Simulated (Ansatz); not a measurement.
**Na8MgNi2O8, one structure, two calculations**

Cell: a computed structure from the Materials Project (it need not be an observed phase), atoms as given.

```
CELL_PARAMETERS angstrom
5.73161 0.00000 0.00000
1.90780 5.46635 0.00000
2.64922 -0.71917 8.46175
ATOMIC_POSITIONS crystal
Na 0.57196 0.93307 0.86439
Na 0.08491 0.43487 0.83453
Na 0.62480 0.42845 0.70045
Na 0.16518 0.91987 0.67042
Na 0.81247 0.91526 0.47092
Na 0.98313 0.57632 0.19459
Na 0.31557 0.98361 0.24961
Na 0.46921 0.41292 0.04713
Mg 0.61719 0.30020 0.35104
Ni 0.11423 0.43657 0.49773
Ni 0.00268 0.01841 0.00845
O 0.25982 0.71986 0.90542
O 0.82882 0.17793 0.86652
O 0.39253 0.20981 0.55414
O 0.90406 0.67456 0.65631
O 0.90812 0.30644 0.42432
O 0.31568 0.57103 0.32203
O 0.18883 0.20806 0.04324
O 0.75413 0.99555 0.20506
```

Atom numbers follow the list; atoms alike are taken as one site, whose name carries the number of the first.

First run. The numbers come from a DFT calculation in Ansatz (PBE, plane waves and PAW, scalar-relativistic, collinear spin, 420 eV cutoff, Γ-centred 4×4×3 k-points, Fermi–Dirac smearing 0.02 eV). Start moments as typed (μB): 3 on each Ni, none on the rest. The program fits them to the shells of the files, so those used differ somewhat.

```json
{"site": "Na1", "atom": "1", "V_zz (10²¹ V/m²)": "3.04", "η": "0.27", "m (μB)": "0.00"}
{"site": "Na3", "atom": "3", "V_zz (10²¹ V/m²)": "-0.59", "η": "0.66", "m (μB)": "-0.01"}
{"site": "Na7", "atom": "7", "V_zz (10²¹ V/m²)": "1.20", "η": "0.82", "m (μB)": "0.00"}
{"site": "Mg", "atom": "9", "V_zz (10²¹ V/m²)": "1.93", "η": "0.71", "m (μB)": "0.00"}
{"site": "Ni10", "atom": "10", "V_zz (10²¹ V/m²)": "3.85", "η": "0.92", "m (μB)": "1.68"}
{"site": "Ni11", "atom": "11", "V_zz (10²¹ V/m²)": "-1.60", "η": "0.52", "m (μB)": "-1.70"}
{"site": "O12", "atom": "12", "V_zz (10²¹ V/m²)": "6.28", "η": "0.18", "m (μB)": "-0.22"}
{"site": "O13", "atom": "13", "V_zz (10²¹ V/m²)": "6.87", "η": "0.14", "m (μB)": "-0.24"}
{"site": "O14", "atom": "14", "V_zz (10²¹ V/m²)": "5.94", "η": "0.30", "m (μB)": "0.21"}
{"site": "O15", "atom": "15", "V_zz (10²¹ V/m²)": "5.88", "η": "0.36", "m (μB)": "0.29"}
{"site": "O16", "atom": "16", "V_zz (10²¹ V/m²)": "5.25", "η": "0.56", "m (μB)": "0.21"}
{"site": "O17", "atom": "17", "V_zz (10²¹ V/m²)": "6.57", "η": "0.22", "m (μB)": "0.19"}
{"site": "O18", "atom": "18", "V_zz (10²¹ V/m²)": "5.82", "η": "0.18", "m (μB)": "-0.26"}
{"site": "O19", "atom": "19", "V_zz (10²¹ V/m²)": "5.38", "η": "0.29", "m (μB)": "-0.16"}
```

Second run. The same atoms and settings, except that the functional is r2SCAN and the cutoff is 500 eV.

Q: Given the first result, estimate the second.

A: 

| site | atom | V_zz | η | change of V_zz | m (μB) |
| --- | --- | --- | --- | --- | --- |
| Na1 | 1 | 3.19 | 0.26 | +0.15 | 0.00 |
| Na3 | 3 | -0.61 | 0.56 | -0.02 | 0.00 |
| Na7 | 7 | 1.29 | 0.81 | +0.09 | 0.00 |
| Mg | 9 | 2.01 | 0.67 | +0.08 | 0.00 |
| Ni10 | 10 | 3.59 | 0.50 | -0.26 | 1.81 |
| Ni11 | 11 | -1.71 | 0.65 | -0.11 | 1.84 |
| O12 | 12 | 6.12 | 0.18 | -0.16 | 0.24 |
| O13 | 13 | 6.82 | 0.16 | -0.05 | 0.25 |
| O14 | 14 | 5.80 | 0.35 | -0.14 | 0.22 |
| O15 | 15 | 6.24 | 0.34 | +0.36 | 0.30 |
| O16 | 16 | 5.12 | 0.68 | -0.13 | 0.21 |
| O17 | 17 | 6.21 | 0.21 | -0.36 | 0.18 |
| O18 | 18 | 5.77 | 0.19 | -0.05 | 0.27 |
| O19 | 19 | 5.02 | 0.31 | -0.36 | 0.17 |

The largest change of V_zz is on O15, from 5.88 to 6.24. The whole tensor moves most on Ni10, by 1.23 along its most changed direction. In per cent, |V_zz| changes by +3 to +7 on Na, +4 on Mg, -7 to +7 on Ni, -7 to +6 on O (all sites that start above 0.5). Where |V_zz| stays above 0.1, η moves most on Ni10, from 0.92 to 0.50. The table leaves out 5 of the 19 sites, with |V_zz| up to 2.68; their tensors move by 0.14 at most along any direction. The statements above cover all sites. The absolute magnetisation of the cell goes from 6.0 to 6.3 μB.

The program didn't check the stability of this electronic state in full, so a lower one may lie near. With these PAW files V_zz is typically within 2 to 3 % of all-electron values, but misses above 10 % occur on Ni. The magnetic order is the one that the run reached from its start moments, not necessarily the measured one.
For the first run: The moments were started parallel, and the run ended with some of them reversed. With a gap of 0.3 eV on this mesh, small gradients can still move by 0.1 × 10²¹ V/m² or more as the k-mesh gets denser.
For the second run: With a gap of 0.9 eV on this mesh, small gradients can still move by 0.1 × 10²¹ V/m² or more as the k-mesh gets denser. All moments are parallel here, as the start or the cell imposes; many such compounds order antiparallel, where fields and spin densities carried over to other atoms largely cancel.
